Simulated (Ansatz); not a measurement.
**CoN2, a known structure type with other elements, at an estimated volume**

```
CELL_PARAMETERS angstrom
-2.12258 2.12258 2.45872
2.12258 -2.12258 2.45872
2.12258 2.12258 -2.45872
ATOMIC_POSITIONS crystal
Co 0.25000 0.25000 0.00000
Co 0.75000 0.75000 0.00000
N 0.11510 0.61510 0.73020
N 0.61510 0.88490 0.50000
N 0.88490 0.38490 0.26980
N 0.38490 0.11510 0.50000
```

The numbers come from plane-wave PAW DFT (Ansatz): PBEsol, with U = 3.61 eV and J = 0.99 eV on Co d (all-electron-ortho-atomic projectors), non-collinear spin, 420 eV, 6×6×6 Γ-centred k points, gaussian occupations (width 0.2853 eV). Nothing was relaxed.

Magnetic state (reached from a saved solution, and it need not be the lowest): Co1 along (-0.40, 0.79, 0.46), Co2 along (-0.40, 0.79, 0.46).

Question: Give the Bader charges.

Answer: Bader charges in e: Co +1.15, N -0.57. In the mean Co gives up most and N takes most.

Question: Describe some of the short contacts.

Answer: N–N at 1.38 Å: least valence density 2.36 e/Å³ and ELF 0.85 there. Co–N at 2.10 Å: least valence density 0.52 e/Å³ and ELF 0.21 there. Co–Co at 2.46 Å: least valence density 0.32 e/Å³ and ELF 0.16 there. These are pseudo-fields; inside the PAW spheres they differ from the all-electron ones.

Question: Metal or insulator?

Answer: It is a metal, with about 2.1 states/eV a cell as the mean within 0.25 eV of the Fermi level, mostly N p (47 %) and Co d (45 %).

Question: Which atom feels the largest force, and which way?

Answer: The largest is on N4 (and as large on other atoms): 5.42 eV/Å, components (3.83, -3.83, 0.00). It makes 0° with the line to a nearest neighbour, N6 at 1.38 Å, pointing towards it.

Origin: a known structure type with other elements, at an estimated volume, so it need not be a known compound. Caveats: another magnetic order, which this cell may not hold, can open a gap; the k mesh is coarse if the cell is a metal; atoms or cell far from equilibrium; wide smearing.
